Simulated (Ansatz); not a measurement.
# Does this entry for Sr2MnGe2S6O lie near equilibrium?

The cell is a measured structure from the Crystallography Open Database (COD), atoms as given.

```cif
data_Sr2MnGe2S6O
_symmetry_space_group_name_H-M 'P-42_1m'
_symmetry_Int_Tables_number 113
_cell_length_a 9.5206
_cell_length_b 9.5206
_cell_length_c 6.2002
_cell_angle_alpha 90.000
_cell_angle_beta 90.000
_cell_angle_gamma 90.000
loop_
_atom_site_label
_atom_site_type_symbol
_atom_site_symmetry_multiplicity
_atom_site_Wyckoff_symbol
_atom_site_fract_x
_atom_site_fract_y
_atom_site_fract_z
Sr Sr 4 e 0.1572 0.6572 0.5069
Mn Mn 2 a 0.0000 0.0000 0.0000
Ge Ge 4 e 0.6252 0.1252 0.9116
S11 S 4 e 0.6352 0.1352 0.2573
S15 S 8 f 0.0608 0.1809 0.2557
O O 2 c 0.0000 0.5000 0.1950
```

One atom of each set is listed.

Method: Kohn–Sham DFT in Ansatz, PBE, plane waves and PAW, scalar-relativistic, collinear spin, 420 eV cutoff, Γ-centred 2×2×4 k-points, Fermi–Dirac smearing 0.02 eV. Start moments as typed (μB): 5 on each Mn, none on the rest.

Q: Do the atoms and the cell lie near the calculated equilibrium?

A: Not quite. The largest force is 0.89 eV/Å, on atom 23 (O: 2 Ge at 1.81 Å, angle 137°; also 2 Sr at 2.87 Å), and the pressure is 2.3 GPa. Relaxing the atoms is still advisable, since electric field gradients respond to shifts of a few hundredths of an ångström.
